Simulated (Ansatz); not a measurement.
Stress against strain in BePd

```
CELL_PARAMETERS angstrom
2.81300 0.00000 0.00000
0.00000 2.81300 0.00000
0.00000 0.00000 2.81300
ATOMIC_POSITIONS crystal
Be 0.00000 0.00000 0.00000
Pd 0.50000 0.50000 0.50000
```

Atoms are numbered in the order listed.

The geometry is COD entry 9008808, unchecked; take it as a test cell.

Spin polarisation is left out, and whether a magnetic state lies lower isn't shown here.

Level of theory: DFT, LDA, all-electron LAPW, scalar-relativistic (Ansatz 0.2.0).

Settings: a Γ-centred 12×12×12 k mesh, Fermi–Dirac smearing of 0.08 eV, basis error target 1 meV/atom, no spin polarisation.

The strain is applied along the Cartesian axes of the cell as listed (the other components stay zero). Fractional coordinates are held (clamped ions).

σ is the change of stress from the unstrained cell, which is at -7.99 GPa; tension is positive, so slopes are stress–strain coefficients at that pressure. In a metal the k mesh adds noise.

Only quantities that a quadratic follows smoothly over the whole series are listed; rougher ones are left out.

| εxx = εyy | σzz (GPa) | σxx (GPa) |
| --- | --- | --- |
| -0.0200 | -6.74 | -7.85 |
| -0.0100 | -3.24 | -3.68 |
| 0.0000 | 0.00 | 0.00 |
| 0.0200 | 5.33 | 6.32 |

**Question.** Fit the series and read off the stiffness at zero strain.

**Answer.** Least-squares fits y = p0 + p1 x + p2 x² to the rows give σzz (GPa): p1 = 302, p2 = -1700; σxx (GPa): p1 = 354, p2 = -2000. So 2 C12 = 302 GPa and C11 + C12 = 354 GPa.

**Question.** One run, at εxx = εyy = 0.0100, is withheld. Predict its row.

**Answer.** The fits give 2.83, 3.37; the run gave 2.90, 3.30.
